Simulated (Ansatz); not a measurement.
SrZn$_{2}$:
```yaml
crystal:
  lattice:
    - [-2.37572, 3.86317, 3.81871]
    - [2.37572, -3.86317, 3.81871]
    - [2.37572, 3.86317, -3.81871]
  atoms:
    - { symbol: Sr, position: [0.30361, 0.05361, 0.25000] }
    - { symbol: Sr, position: [0.69639, 0.94639, 0.75000] }
    - { symbol: Zn, position: [0.26789, 0.33720, 0.93069] }
    - { symbol: Zn, position: [0.90650, 0.33720, 0.56931] }
    - { symbol: Zn, position: [0.73211, 0.66280, 0.06931] }
    - { symbol: Zn, position: [0.09350, 0.66280, 0.43069] }
```

Relaxed with r²SCAN.

**Question.** Map the valence electron density (e/Å³), cut off at 1 on the plane through (0.304, 0.054, 0.250) spanned by u = [1, 1, 0] and v = [1, 0, 1] in lattice vectors, from plane-wave PAW r²SCAN (Ansatz code).

**Answer.** x is the fraction of u, y of v (the angle between them is 90°; rows are the nearest grid lines); atoms in the plane: Sr at (0.00, 0.00), Sr at (0.89, 0.50), Zn at (0.28, 0.68), Zn at (0.28, 0.32), Zn at (0.61, 0.82), Zn at (0.61, 0.18).
```
|@@@@@+.             .......     .+@@@@@|
|@@@@@-.            ..::-::..    .-@@@@@|
|@@@@+:            ..:=+**=-..    :+@@@@|
|++-:.            ..-%@@@@@@=:.    .:-++|
|       ...::......:+@@@@@@@#-.         |
|      ..:-===-:...:+@@@@@@@#-.         |
|     .:=@@@@@@*-:.:-+@@@@@*-..         |
|     .-%@@@@@@@+:....::-::..           |
|     .:*@@@@@@@=:.             .:--::. |
|.    .:=%@@@@@*:..            :-*%@%+-.|
|*:.   ..:-==-::.            .-#@@@@@@@*|
|@=.     .......             .+@@@@@@@@@|
|@=.     .......             .+@@@@@@@@@|
|*:.   ..:-==-::.            .-#@@@@@@@*|
|.    .:=%@@@@@*:..            :-*%@%+-.|
|     .:*@@@@@@@=:.             .:--::. |
|     .-%@@@@@@@+:....::-::..           |
|     .:=@@@@@@*-:.:-+@@@@@*-..         |
|      ..:-===-:...:+@@@@@@@#-.         |
|       ...::......:+@@@@@@@#-.         |
|++-:.            ..-%@@@@@@=:.    .:-++|
|@@@@+:            ..:=+**=-..    :+@@@@|
|@@@@@-.            ..::-::..    .-@@@@@|
|@@@@@+.             .......     .+@@@@@|
```
Scale: ten equal steps from 0.041 (start of ' ') to 1.00 (end of '@'), in the order ' .:-=+*#%@'; x runs from 0.000 to 1.00, y from 0.000 (bottom) to 1.00 (top).

The density is the valence pseudo-density with augmentation charge, so density and ELF within about 1 Å of a nucleus are not all-electron values.

Space group Imma. The workflow started from an entry of the Crystallography Open Database (COD). Whether it is the stable phase at ambient conditions was not checked. The cell was relaxed with r²SCAN under the symmetry of its start; its stability against distortions is not shown here.

Potentials: the later of the program's two PAW sets.
